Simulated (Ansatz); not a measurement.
An Ansatz (a quantum-chemistry and plane-wave program) input:

Ansatz 0.2 input:
```yaml
crystal:
  lattice:
    - [0.0, 4.564087925, 4.564087925]
    - [4.564087925, 0.0, 4.564087925]
    - [4.564087925, 4.564087925, 0.0]
  atoms:
    - { symbol: Cs, position: [0.25, 0.25, 0.25] }
    - { symbol: Cs, position: [0.75, 0.75, 0.75] }
    - { symbol: Tl, position: [0.0, 0.0, 0.0] }
    - { symbol: Ga, position: [0.5, 0.5, 0.5] }
    - { symbol: F, position: [0.2905046334, 0.7094953666, 0.7094953666] }
    - { symbol: F, position: [0.7094953666, 0.2905046334, 0.2905046334] }
    - { symbol: F, position: [0.7094953666, 0.2905046334, 0.7094953666] }
    - { symbol: F, position: [0.2905046334, 0.7094953666, 0.2905046334] }
    - { symbol: F, position: [0.7094953666, 0.7094953666, 0.2905046334] }
    - { symbol: F, position: [0.2905046334, 0.2905046334, 0.7094953666] }
kpoints:
  mp_grid: { grid: [3, 3, 3] }
hamiltonian:
  xc: hse06
  pseudopotentials: { kind: paw }
scf:
  n_extra_bands: 10
  occupations: { method: fixed }
output:
  eigenvalues: true
  eigenstates:
    e_range: [-9.0, 15.0]
    kpoints:
      - [0.0, 0.5, 0.5]  # VBM
      - [0.0, 0.0, 0.5]  # CBM
      - [0.0, 0.0, 0.0]  # GAMMA
      - [0.5, 0.0, 0.5]  # X
      - [0.5, 0.5, 0.5]  # L
      - [0.5, 0.25, 0.75]  # W
      - [0.375, 0.375, 0.75]  # K
      - [0.625, 0.25, 0.625]  # U
```

Question: How many symmetry operations and irreducible k-points will the run report?

Answer: 48 operations, 4 of 27 k-points.

Question: With a cutoff of 420 eV, how many plane waves at Γ?

Answer: 3719.

It took around 7 core-minutes (rough) on shared server cores.

The points marked VBM and CBM come from a semilocal run.

Space group Fm-3m. The workflow started from a Materials Project entry (that database holds measured and hypothetical structures alike); the Crystallography Open Database copy checked does not list it. Whether it is the stable phase at ambient conditions was not checked. The PBEsol relaxation kept the symmetry of its start; its stability against distortions is not shown here. Spin–orbit coupling is left out wherever it is not named.

Potentials: the later of the program's two PAW sets.

Ansatz is a plane-wave DFT program.
